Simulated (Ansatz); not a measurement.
**Calculated core-level photoemission for Ba4Ge3S9Cl2**

Cell: a measured structure from the Crystallography Open Database (COD) whose atoms were relaxed with PBE, the cell held; a hole's nearest image is 9.8 Å away.

Space group P6_3 (No. 173); a = 9.8200, c = 12.0544 Å, γ = 120.00°.

```csv
site,Wyckoff,site symmetry,x,y,z
Ba1,6c,1,0.6709,0.9238,0.0250
Ba7,2b,3..,0.6667,0.3333,0.2079
Ge9,6c,1,0.8864,0.3323,0.8574
S15,6c,1,0.9173,0.3400,0.0375
S21,6c,1,0.7534,0.0722,0.2682
S27,6c,1,0.6654,0.1139,0.7938
Cl33,2b,3..,0.3333,0.6667,0.9678
Cl35,2a,3..,0.0000,0.0000,0.9919
```

One atom of each set is listed.

Level of theory: DFT, PBE, plane waves and PAW, scalar-relativistic, 420 eV cutoff, Γ-centred 3×3×2 k-points, fixed occupations (Ansatz 0.2.0).

Each value is a total-energy difference between the cell with one core hole and the ground state (ΔSCF), the electron removed. The valence electrons get no spin in the cell with the hole, so they can't polarise against the unpaired core electron; that puts absolute values high, by some tenths of an eV and in some cases by about 1 eV. These are bare differences without image correction or alignment, so only shifts between sites of one element carry meaning.

Ground-state potentials at the Ba nuclei, against atom 7:

```json
{"atom": "7", "first shell": "1 Cl at 3.13 Å, 6 S at 3.16–3.18 Å", "ΔV (V)": "0.00"}
{"atom": "1", "first shell": "2 Cl at 2.96–3.08 Å, 7 S at 3.19–3.92 Å", "ΔV (V)": "0.46"}
```

Q: The potential gives the initial-state shift. What are the full Ba 3d shifts against atom 7, with the screening of the hole?

A: atom 1: 0.51 eV (final-state part 0.05 eV).

Shifts between sites are good to a few tenths of an eV; absolute PBE values can be off by an eV or more, and the 3d and 4f lines of heavy atoms by several eV. Multiplets, satellites and widths aren't calculated.
